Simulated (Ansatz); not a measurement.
Given:

Ti$_{2}$C:
```cif
data_C16Ti32
_chemical_formula_sum 'Ti32 C16'
_space_group_name_H-M_alt 'Fd-3m :1'
_space_group_IT_number 227
_space_group_name_Hall 'F 4d 2 3 -1d'
_cell_length_a 8.62001
_cell_length_b 8.62001
_cell_length_c 8.62001
_cell_angle_alpha 90.000
_cell_angle_beta 90.000
_cell_angle_gamma 90.000
loop_
_atom_site_label
_atom_site_type_symbol
_atom_site_symmetry_multiplicity
_atom_site_Wyckoff_symbol
_atom_site_fract_x
_atom_site_fract_y
_atom_site_fract_z
_atom_site_occupancy
Ti1 Ti 32 e 0.38132 0.38132 0.38132 1
C1 C 16 d 0.62500 0.62500 0.62500 1
```
(The calculation used a cell of 12 atoms; values per cell refer to that cell.)

This is the r²SCAN-relaxed structure.

**Question.** All from r²SCAN in the plane-wave PAW code Ansatz, unless another level is named. Estimate the Debye temperature from the elastic constants.

**Answer.** 588 K.

**Question.** Give the highest zone-centre frequency.

**Answer.** 721 cm^-1.

The workflow started from a Materials Project entry (that database holds measured and hypothetical structures alike); the Crystallography Open Database copy checked does not list it. Whether it is the stable phase at ambient conditions was not checked. The cell was relaxed with r²SCAN under the symmetry of its start; of distortions, only those at the zone centre were tested. The run is not spin-polarised. As this level gives no gap, shear constants depend on the k-mesh and smearing (Fermi–Dirac, 0.1 eV here). As this level gives no gap, phonon frequencies hold no LO–TO term and depend on the k-mesh and smearing (Fermi–Dirac, 0.1 eV here).

Potentials: the later of the program's two PAW sets.
